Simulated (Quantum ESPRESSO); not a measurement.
pw.x input (Quantum ESPRESSO 7.5; LDA, PseudoDojo standard norm-conserving files, scalar-relativistic):

```
&CONTROL
  calculation = 'scf'
  pseudo_dir = './pseudo'
  outdir = './out'
  tprnfor = .true.
  tstress = .true.
/
&SYSTEM
  ibrav = 0
  nat = 7
  ntyp = 2
  ecutwfc = 84.0
  ecutrho = 336.0
  occupations = 'smearing'
  smearing = 'fd'
  degauss = 0.002
  nbnd = 33
/
&ELECTRONS
  conv_thr = 7.000000000000001e-10
/
ATOMIC_SPECIES
O 15.9990 O.upf
Ta 180.9479 Ta.upf
CELL_PARAMETERS angstrom
  3.841410000000   0.000000000000   0.000000000000
  0.000000000000   3.862720000000   0.000000000000
 -1.818939000000   0.000000000000   6.528960000000
ATOMIC_POSITIONS crystal
O   0.662120000000   0.500000000000   0.798330000000
O   0.337880000000   0.500000000000   0.201670000000
O   0.189760000000   0.000000000000   0.870620000000
O   0.810240000000   0.000000000000   0.129380000000
O   0.500000000000   0.000000000000   0.500000000000
Ta   0.649530000000   0.000000000000   0.791310000000
Ta   0.350470000000   0.000000000000   0.208690000000
K_POINTS automatic
8 8 4 0 0 0
```

End of the output:

```

[...]
     the Fermi energy is     7.5411 ev
!    total energy              =    -426.43637086 Ry
     estimated scf accuracy    <          3.3E-10 Ry
     smearing contrib. (-TS)   =      -0.00000000 Ry
     internal energy E=F+TS    =    -426.43637086 Ry
     The total energy is F=E-TS. E is the sum of the following terms:
     one-electron contribution =    -196.96147270 Ry
     hartree contribution      =     121.04936986 Ry
     xc contribution           =     -99.74339055 Ry
     ewald contribution        =    -250.78087747 Ry
     convergence has been achieved in  14 iterations
     Forces acting on atoms (cartesian axes, Ry/au):
     atom    1 type  1   force =    -0.00117956   -0.00000000   -0.00046817
     atom    2 type  1   force =     0.00117956    0.00000000    0.00046817
     atom    3 type  1   force =     0.00062420    0.00000000    0.00252243
     atom    4 type  1   force =    -0.00062420    0.00000000   -0.00252243
     atom    5 type  1   force =     0.00000000    0.00000000    0.00000000
     atom    6 type  2   force =    -0.00141947    0.00000000    0.00321320
     atom    7 type  2   force =     0.00141947    0.00000000   -0.00321320
     Total force =     0.006435     Total SCF correction =     0.000005
     Computing stress (Cartesian axis) and pressure
          total   stress  (Ry/bohr**3)                   (kbar)     P=      -84.13
  -0.00054459   0.00000000  -0.00000754          -80.11        0.00       -1.11
   0.00000000  -0.00059578   0.00000000            0.00      -87.64        0.00
  -0.00000754   0.00000000  -0.00057529           -1.11        0.00      -84.63
```
In a gapped system the printed Fermi energy is only some level inside the gap.

Spin-orbit coupling is not included.

Geometry of the Materials Project entry, not relaxed at this level.
